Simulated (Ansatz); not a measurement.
GaAs:
```yaml
crystal:
  lattice:
    - [0.00000, 2.83270, 2.83270]
    - [2.83270, 0.00000, 2.83270]
    - [2.83270, 2.83270, 0.00000]
  atoms:
    - { symbol: Ga, position: [0.00000, 0.00000, 0.00000] }
    - { symbol: As, position: [0.75000, 0.75000, 0.75000] }
```

Relaxed with r²SCAN.

Q: Give the Bader charges and basin volumes of the independent atoms, DFT-r²SCAN in the program Ansatz with PAW potentials.

A: 

```tsv
atom	Bader charge (e)	Bader volume (Å³)
Ga1	+0.77	16.6
As2	-0.77	28.8
```

Space group F-43m (zinc blende). Symmetry was held in the r²SCAN relaxation.

Potentials: the earlier of the program's two PAW sets.
